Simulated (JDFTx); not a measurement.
An input for a modified build of JDFTx (Ir(110), CANDLE, water, 1 M NaF; bohr, hartree) and the course of its log:

```
lattice \
  7.2828722035 0.0000000000 0.0000000000 \
  0.0000000000 5.1497683269 0.0000000000 \
  0.0000000000 0.0000000000 40.6291116795
coords-type Lattice
ion Ir 0.0000000000 0.0000000000 -0.1267506990 0
ion Ir 0.5000000000 0.5000000000 -0.0633753500 0
ion Ir 0.0000000000 0.0000000000 0.0000000000 0
ion Ir 0.5000000000 0.5000000000 0.0633753500 0
ion Ir 0.0000000000 0.0000000000 0.1267506990 0
ion-species pseudo/ir_pbe_v1.2.upf
elec-cutoff 20 100
elec-ex-corr gga-PBE
coulomb-interaction Slab 001
coulomb-truncation-embed 0 0 0
kpoint-folding 6 8 1
elec-smearing Fermi 0.01
elec-n-bands 50
symmetries none
electronic-scf nIterations 100 energyDiffThreshold 1e-08
fluid LinearPCM
pcm-variant CANDLE
fluid-solvent H2O
fluid-cation Na+ 1
fluid-anion F- 1
fluid-minimize nIterations 400 knormThreshold 1e-11
wavefunction read vac.wfns
elec-initial-eigenvals vac.eigenvals
dump-name f0.$VAR
dump End State Ecomponents EigStats BandEigs Forces ElecDensity IonicPositions Fillings Kpoints Dtot FluidDebug BoundCharge FluidDensity
```

```
[one cycle in 5 is shown, and the last three; fluid-solver lines are left out]
	FillingsUpdate:  mu: -0.178801423  nElectrons: 75.000000
SCF: Cycle:  0   F: -382.223990043275535   dF: +2.051e-04   |Residual|: 4.341e-03   |deigs|: 3.374e-04
	FillingsUpdate:  mu: -0.175955345  nElectrons: 75.000000
SCF: Cycle:  5   F: -382.224269024333410   dF: +5.214e-07   |Residual|: 1.376e-03   |deigs|: 3.282e-04
	FillingsUpdate:  mu: -0.173782957  nElectrons: 75.000000
SCF: Cycle: 10   F: -382.224291581074397   dF: -4.868e-08   |Residual|: 2.421e-04   |deigs|: 1.695e-04
	FillingsUpdate:  mu: -0.173813166  nElectrons: 75.000000
SCF: Cycle: 15   F: -382.224291739837781   dF: +5.813e-08   |Residual|: 1.468e-04   |deigs|: 2.874e-04
	FillingsUpdate:  mu: -0.173797301  nElectrons: 75.000000
SCF: Cycle: 20   F: -382.224292008358759   dF: -8.757e-08   |Residual|: 4.476e-05   |deigs|: 3.633e-05
	FillingsUpdate:  mu: -0.173784422  nElectrons: 75.000000
SCF: Cycle: 25   F: -382.224291981772467   dF: +4.746e-08   |Residual|: 5.564e-05   |deigs|: 1.232e-05
	FillingsUpdate:  mu: -0.173758236  nElectrons: 75.000000
SCF: Cycle: 30   F: -382.224291970351089   dF: +3.470e-08   |Residual|: 5.717e-05   |deigs|: 3.000e-05
	FillingsUpdate:  mu: -0.173780413  nElectrons: 75.000000
SCF: Cycle: 35   F: -382.224291996163970   dF: +1.400e-08   |Residual|: 4.838e-05   |deigs|: 5.375e-06
	FillingsUpdate:  mu: -0.173780321  nElectrons: 75.000000
SCF: Cycle: 40   F: -382.224292010367662   dF: -2.926e-08   |Residual|: 3.921e-05   |deigs|: 1.286e-05
	FillingsUpdate:  mu: -0.173781510  nElectrons: 75.000000
SCF: Cycle: 45   F: -382.224291984610147   dF: +1.470e-08   |Residual|: 5.676e-05   |deigs|: 2.266e-06
	FillingsUpdate:  mu: -0.173781574  nElectrons: 75.000000
SCF: Cycle: 50   F: -382.224291994813427   dF: +4.867e-09   |Residual|: 5.061e-05   |deigs|: 5.576e-06
	FillingsUpdate:  mu: -0.173786291  nElectrons: 75.000000
SCF: Cycle: 55   F: -382.224292030439585   dF: -2.021e-08   |Residual|: 1.159e-05   |deigs|: 8.244e-06
	FillingsUpdate:  mu: -0.173782011  nElectrons: 75.000000
SCF: Cycle: 60   F: -382.224292004023312   dF: -6.401e-11   |Residual|: 4.541e-05   |deigs|: 2.706e-06
	FillingsUpdate:  mu: -0.173764502  nElectrons: 75.000000
SCF: Cycle: 65   F: -382.224291850301256   dF: +1.596e-07   |Residual|: 1.001e-04   |deigs|: 2.087e-05
	FillingsUpdate:  mu: -0.173790299  nElectrons: 75.000000
SCF: Cycle: 70   F: -382.224292025585669   dF: -1.990e-07   |Residual|: 3.029e-05   |deigs|: 2.316e-05
	FillingsUpdate:  mu: -0.173768888  nElectrons: 75.000000
SCF: Cycle: 75   F: -382.224291948044993   dF: +6.649e-08   |Residual|: 6.954e-05   |deigs|: 1.648e-05
	FillingsUpdate:  mu: -0.173783475  nElectrons: 75.000000
SCF: Cycle: 80   F: -382.224292026895228   dF: -1.132e-07   |Residual|: 2.333e-05   |deigs|: 3.262e-06
	FillingsUpdate:  mu: -0.173781020  nElectrons: 75.000000
SCF: Cycle: 85   F: -382.224292010363172   dF: +2.095e-08   |Residual|: 6.085e-05   |deigs|: 4.810e-06
	FillingsUpdate:  mu: -0.173781939  nElectrons: 75.000000
SCF: Cycle: 90   F: -382.224291979460304   dF: +2.152e-08   |Residual|: 5.990e-05   |deigs|: 3.444e-07
	FillingsUpdate:  mu: -0.173792405  nElectrons: 75.000000
SCF: Cycle: 95   F: -382.224291986569256   dF: -2.137e-09   |Residual|: 5.553e-05   |deigs|: 2.333e-05
	FillingsUpdate:  mu: -0.173781021  nElectrons: 75.000000
SCF: Cycle: 97   F: -382.224291994307634   dF: +3.439e-08   |Residual|: 4.933e-05   |deigs|: 3.606e-06
	FillingsUpdate:  mu: -0.173785552  nElectrons: 75.000000
SCF: Cycle: 98   F: -382.224292015668823   dF: -2.136e-08   |Residual|: 3.564e-05   |deigs|: 4.514e-06
	FillingsUpdate:  mu: -0.173790396  nElectrons: 75.000000
SCF: Cycle: 99   F: -382.224291772220909   dF: +2.434e-07   |Residual|: 1.218e-04   |deigs|: 5.254e-06
SCF: None of the convergence criteria satisfied after 100 iterations.
IonicMinimize: Iter:   0  F: -382.224291772220909  |grad|_K:  0.000e+00
IonicMinimize: Converged (|grad|_K<1.000000e-04).
```

This run gave no converged result. The loop ran out of cycles short of its threshold. It has stalled and not diverged: the last ten energies span 3e-07 Ha, so the total is near its end, but levels, forces and charges aren't shown converged.
